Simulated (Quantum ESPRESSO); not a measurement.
```cif
data_H2Ca2I2
_chemical_formula_sum 'H2 Ca2 I2'
_space_group_name_H-M_alt 'P 1'
_space_group_IT_number 1
_cell_length_a 3.97972
_cell_length_b 3.97972
_cell_length_c 8.59086
_cell_angle_alpha 90.000
_cell_angle_beta 90.000
_cell_angle_gamma 90.000
loop_
_space_group_symop_operation_xyz
  'x, y, z'
loop_
_atom_site_label
_atom_site_type_symbol
_atom_site_fract_x
_atom_site_fract_y
_atom_site_fract_z
_atom_site_occupancy
H1 H 0.50000 0.50000 0.00000 1
H2 H 0.00000 0.00000 0.00000 1
Ca1 Ca 0.00000 0.50000 0.13827 1
Ca2 Ca 0.50000 0.00000 0.86173 1
I1 I 0.00000 0.50000 0.67974 1
I2 I 0.50000 0.00000 0.32026 1
```

Cell and atoms were relaxed with PBE+D3(BJ) from Materials Project entry mp-24204, within its symmetry.

Problem. What does PBEsol (Quantum ESPRESSO, PseudoDojo norm-conserving, 72 Ry, with spin-orbit coupling) give for the electronic structure near the Fermi level?

Solution. The PBEsol gap is indirect, 2.73 eV, from Z to M; the smallest direct gap is 3.02 eV.
